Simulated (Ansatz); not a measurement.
Be, DFT, PBEsol, all-electron LAPW, scalar-relativistic (Ansatz 0.2.0), run on 1 thread of Arm Neoverse V1 on a shared host.

The cell is the one relaxed in the Materials Project (mp-1008501), not relaxed further here; entries there can be hypothetical. The listed cell was then made from it by scaling, straining or moving an atom.

Command: `ansatz run input.yaml --threads 1 --pin off --max-ram 6144MiB --backend cpu --events-out ev --progress --plain --runs-dir out`

```yaml
crystal:
  lattice:
    - [3.67187772, 0.0, 0.0]
    - [0.0, 3.67187772, 0.0]
    - [0.0, 0.0, 2.28128]
  atoms:
    - { symbol: Be, position: [0.297408, 0.297408, 0.0] }
    - { symbol: Be, position: [0.702592, 0.702592, 0.0] }
    - { symbol: Be, position: [0.202592, 0.797408, 0.5] }
    - { symbol: Be, position: [0.797408, 0.202592, 0.5] }
kpoints:
  mp_grid: { grid: [9, 9, 14] }
  band_path:
    path:
      - [0.0, 0.0, 0.0]
      - [0.0, 0.5, 0.0]
      - [0.5, 0.5, 0.0]
      - [0.0, 0.0, 0.0]
      - [0.0, 0.0, 0.5]
      - [0.0, 0.5, 0.5]
      - [0.5, 0.5, 0.5]
      - [0.0, 0.0, 0.5]
      - [0.0, 0.5, 0.0]
    npoints: 5
scf:
  occupations: { method: fermi_dirac, width: 0.05 }
hamiltonian:
  xc: pbesol
  pseudopotentials: { kind: all_electron, lapw: { basis_error: 0.001 } }
output:
  forces: true
  stress: true
  eigenvalues: true
```

**Question.** How large is the problem that the program sets up?

**Answer.** 120 irreducible k-points, 145 plane waves at Γ, 12 bands.

**Question.** Estimate the wall time and the peak memory.

**Answer.** 7.8 s of wall time for 5 SCF iterations, with a peak of 0.27 GiB. Times on shared machines scatter by tens of per cent.
